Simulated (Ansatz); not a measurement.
The end point of a relaxation of TaC. Space group Fm-3m (No. 225), rock salt type. Method: PBE (plane waves to 420 eV, PAW, scalar-relativistic; Ansatz, an electronic-structure program).

```xyz
2
Lattice="0.0000 2.2379 2.2379 2.2379 0.0000 2.2379 2.2379 2.2379 0.0000" Properties=species:S:1:pos:R:3 pbc="T T T"
C      2.2379     2.2379     2.2379
Ta     0.0000     0.0000     0.0000
```

For TaC, the volume per atom comes out as 11.21 Å³ and the density is 14.29 g/cm³. The band gap is no gap (metallic). The shortest distances is C–Ta 2.24 Å; C–C 3.16 Å; Ta–Ta 3.16 Å and the k-mesh is 18×18×18.

No spin polarisation in the result. The relaxed primitive cell holds an odd number of electrons. A magnetic state may lie lower.

The run could not lose the symmetry of its start.

All atoms sit on sites fixed by symmetry, so only the cell could relax.
